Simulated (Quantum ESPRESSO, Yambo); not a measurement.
## Levels of theory for the gap of SrCaAl2Si2N6

SrCaAl2Si2N6 (space group P1, No. 1): one geometry, one set of norm-conserving PBEsol (Quantum ESPRESSO, 84 Ry, scalar-relativistic) orbitals, self-energies from Yambo (2×2×2 Γ-centred k mesh, 277 bands and a 8 Ry block in the screening, 277 bands in G with the Bruneval-Gonze terminator, plasmon pole fitted at 27.2 eV).

The geometry is that of Materials Project entry mp-1218409, symmetrised and not relaxed again.

```
level                                                        gap Γ → Γ (eV)        rough Yambo cost
-----------------------------------------------------------  --------------  ----------------------
PBEsol (Quantum ESPRESSO)                                              3.23                       –
exchange only (Hartree-Fock self-energy on PBEsol orbitals)           12.20  about 1/60 (14 states)
static COHSEX@PBEsol                                                   5.78    about 1/3 (2 states)
G0W0@PBEsol, plasmon pole                                              4.83           1 (14 states)
```

Bare exchange has no screening and gives the widest gap; static COHSEX screens it but leaves out the frequency dependence, which G0W0 restores.

Costs are rough ratios of core time on shared machines.

Nearest settings tried, and what they do to the gap: 179 bands in W, 179 bands in G: +12 meV; 7 Ry block (307 vectors against 385): -47 meV. Not varied: mesh. So the settings aren't converged at that level. The k mesh is coarse.

The structure is a Materials Project entry; no match was found in the copy of COD used, and its stability was not checked.
